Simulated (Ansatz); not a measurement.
TaAs:
```
TaAs
1.0
   -1.71434     1.71434     5.79210
    1.71434    -1.71434     5.79210
    1.71434     1.71434    -5.79210
Ta As
2 2
Direct
  0.75030   0.25030   0.50000
  0.00030   0.00030   0.00000
  0.33230   0.83230   0.50000
  0.58230   0.58230   0.00000
```

This is the PBEsol-relaxed structure.

Task: All from PBEsol in the plane-wave PAW code Ansatz, unless another level is named. Estimate the electronic character.

Result: no gap, with almost no states at the Fermi level (zero-gap or semimetallic).

Task: Give the formation energy from the elements (no fitted shifts).

Result: -0.61 eV/atom.

Space group I4_1md. Symmetry was held in the PBEsol relaxation. The run is not spin-polarised. A small band overlap can be real or an error of a semilocal functional. The references are the lowest solids computed at this level, not always the standard phases. Scalar-relativistic: spin–orbit coupling is off unless named, which matters more the heavier the elements.

Potentials: the earlier of the program's two PAW sets. The files were generated under PBE; for other functionals the program regenerates the frozen cores, and for LDA and PBEsol the local potential too.
